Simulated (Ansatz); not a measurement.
What DFT gives for YCo5

```xyz
6
Lattice="2.4396 4.2254 0.0000 -2.4396 4.2254 0.0000 0.0000 0.0000 3.9524" Properties=species:S:1:pos:R:3 pbc="T T T"
Y     0.0000    0.0000    0.0000
Co    0.0000    4.2254    1.9762
Co    1.2198    2.1127    1.9762
Co   -1.2198    2.1127    1.9762
Co   -0.0002    2.8171    0.0000
Co   -0.0002    5.6338    0.0000
```

Method: r2SCAN, no spin polarisation; PAW, plane waves to 500 eV, 8×8×9 Γ-centred mesh, fermi-dirac occupations (width 0.1 eV) (Ansatz 0.2.0), atoms fixed.

**Question.** Describe some of the short contacts.

**Answer.** Co–Co at 2.43 Å: least valence density 0.38 e/Å³ and ELF 0.29 there. Y–Co at 2.82 Å: least valence density 0.20 e/Å³ and ELF 0.13 there. Both are smooth PAW fields, read partly inside the augmentation spheres.

**Question.** Are the atoms at rest?

**Answer.** The forces vanish by the symmetry of the sites.

**Question.** What does the stress say?

**Answer.** The pressure is -9.6 GPa (compression positive), so with the atoms held at these fractions the cell would first shrink. The principal stresses -12.6, -8.1, -8.1 GPa differ, so its shape would change too.

**Question.** Is there a gap?

**Answer.** It is a metal, with about 13 states/eV a cell as the mean within 0.25 eV of the Fermi level, mostly Co d (94 %).

Origin: a database entry at a rescaled volume. Caveats: no spin polarisation, so a magnetic state may lie lower.
